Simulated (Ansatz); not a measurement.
The relaxed structure here is a generated cell of VSi2: the first start was made by placing the elements on the sites of a structure type, and the end was not matched to a known phase here, so it may be hypothetical.

One starting cell of VSi₂ (a generated trial cell of VSi2 in the fluorite structure type) was relaxed twice with Ansatz (plane waves, PAW, scalar-relativistic): with r2SCAN at 500 eV and with PBE at 420 eV. The r2SCAN result:

Space group Fm-3m (No. 225); a = b = c = 5.760 Å, α = β = γ = 90.00°

```json
[
 {"atom": "V", "site": "4a", "symmetry": "m-3m", "x": "0.0000", "y": "0.0000", "z": "0.0000"},
 {"atom": "Si", "site": "8c", "symmetry": "-43m", "x": "0.2500", "y": "0.2500", "z": "0.2500"}
]
```
(The calculation used a cell of 3 atoms; values per cell refer to that cell.)

```
quantity                                 r2SCAN            PBE
--------------------------------  -------------  -------------
space group                               Fm-3m          Fm-3m
volume (Å³/atom)                          15.92          15.95
a (Å)                                     5.760          5.763
gap (eV, no spin-orbit coupling)           0.00           0.00
spin order                        ferromagnetic  ferromagnetic
net moment (μB/atom)                       0.72           0.54
```

Both levels end in the same structure; PBE's volume is within 0.5 % of r2SCAN's. Neither column is exact.

Spin states reached: ferromagnetic; spin orders were not searched systematically.

The run could not lose the symmetry of its start: the end is stationary, and may be a saddle point rather than a minimum.

All atoms sit on sites fixed by symmetry, so only the cell could relax.

Ansatz is a quantum-chemistry and plane-wave program.
